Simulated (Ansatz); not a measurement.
Input and command of a calculation in Ansatz (plane waves; scalar-relativistic PAW potentials unless the input names others):

```yaml
crystal:
  lattice:
    - [2.7146126376, 0.0, 0.0]
    - [-1.3573063188, 2.3509235056, 0.0]
    - [0.0, 0.0, 23.8658877487]
  atoms:
    - { symbol: Pd, position: [0.6666666667, 0.3333333333, 0.3142560662] }
    - { symbol: Pd, position: [0.3333333333, 0.6666666667, 0.4071280331] }
    - { symbol: Pd, position: [0.0, 0.0, 0.5] }
    - { symbol: Pd, position: [0.6666666667, 0.3333333333, 0.5928719669] }
    - { symbol: Pd, position: [0.3333333333, 0.6666666667, 0.6857439338] }
basis:
  ecutwfc: 420
kpoints:
  mp_grid: { grid: [15, 15, 1] }
hamiltonian:
  xc: lda
scf:
  occupations: { method: gaussian, width: 0.1 }
  max_iter: 5
output:
  forces: true
  eigenvalues: true
  stress: true
efield:
  axis: 3
  dipole_correction: true
  ramp_width: 0.04
```

```bash
ansatz run input.yaml --threads 4 --pin off --max-ram 8192MiB --backend cpu --events-out ev --progress --plain --runs-dir out
```

Abridged log:
```
Basis set: ecut = 420 eV, 2989 PW (Γ)
Bands: 54, of which v1, the nominal top of the filled ones, is band 45 counted from 1 (44 counted from 0)
Symmetry: 6 space group operations
k-points: 27 of 225 (time reversal used)
SCF iter   1: F=—  HF=-34221.532129 eV  |F-HF|=—  |Δ(HF+E_count)|=         —  Δρ=1.71e-2  dr2=3.16e0  ethr=1.77e-3  p=0.000 e·Å  D=5.01e-13 V/Å  ΔV_dip= 0.00 eV  dr2_dipole=5.41e-8  V_vac-E_F(+/−)=5.07/5.07 eV  ⟨swp⟩=8.6  Hψ=6371  notcnv=0  defer=4
efield: sawtooth ramp at fractional position 0.9800 (placed from the atoms, in the widest stretch of the axis that holds none; the zero of the levels goes with the place), width 0.0400; the density the first Hamiltonian is built on has a dipole p = 0.000 e·Å; the dipole correction subtracts the counter field D = 5.01e-13 V/Å, which shifts the + side's vacuum level by  0.00 eV against the − side's; the planar-averaged density in the ramp window peaks in size at 6.2e-5 e/Å³
SCF iter   2: F=—  HF=-34221.502580 eV  |F-HF|=—  |Δ(HF+E_count)|=   2.95e-2  Δρ=1.41e-2  dr2=7.00e-1  ethr=1.77e-3  p=0.000 e·Å  D=3.14e-5 V/Å  ΔV_dip= 0.00 eV  dr2_dipole=5.88e-7  V_vac-E_F(+/−)=5.59/5.59 eV  ⟨swp⟩=3.4  Hψ=2528  notcnv=0  defer=83
SCF iter   3: F=—  HF=-34221.455759 eV  |F-HF|=—  |Δ(HF+E_count)|=   4.68e-2  Δρ=6.41e-3  dr2=3.93e-1  ethr=7.78e-4  p=0.000 e·Å  D=1.01e-5 V/Å  ΔV_dip= 0.00 eV  dr2_dipole=1.02e-9  V_vac-E_F(+/−)=5.52/5.52 eV  ⟨swp⟩=9.7  Hψ=10987  notcnv=0
SCF iter   4: F=—  HF=-34221.449020 eV  |F-HF|=—  |Δ(HF+E_count)|=   6.74e-3  Δρ=1.62e-3  dr2=1.38e-2  ethr=4.37e-4  p=0.000 e·Å  D=2.47e-6 V/Å  ΔV_dip= 0.00 eV  dr2_dipole=1.52e-7  V_vac-E_F(+/−)=5.63/5.63 eV  ⟨swp⟩=7.3  Hψ=8238  notcnv=0
SCF iter   5: F=—  HF=-34221.448835 eV  |F-HF|=—  |Δ(HF+E_count)|=   1.86e-4  Δρ=8.35e-4  dr2=8.88e-4  ethr=1.54e-5  p=0.000 e·Å  D=3.82e-6 V/Å  ΔV_dip= 0.00 eV  dr2_dipole=5.79e-8  V_vac-E_F(+/−)=5.65/5.65 eV  ⟨swp⟩=6.6  Hψ=7838  notcnv=0
```

Problem. Find the fault.

Solution. The fault is too few SCF iterations (scf.max_iter: not typed → 5, the first being the value of the sound run). Setting it back cures it. The log, from which this was withheld above, says: «Error: did not converge after 5 iterations: dr2 = 8.88e-4 (threshold 1.00e-7), under the density mixer `msr1`, which `scf.mixing.algorithm: auto` chose by the deck's other keys (type `scf.mixing.algorithm: msr1` to keep it); raise `scf.max_iter`, which need not help a stalled SCF, or adjust the mixing (`scf.mixing`) or, under a smearing, its width (`scf.occupations.width` …» The run stopped without converging. A reference run from the same start on usual settings converged with pressure -1.97 GPa (averaged over a cell that holds vacuum), largest force 0.076 eV/Å, no gap on the mesh.

It took 11 s on 4 threads of AMD EPYC (Zen 3) (shared host), peak memory 0.49 GiB.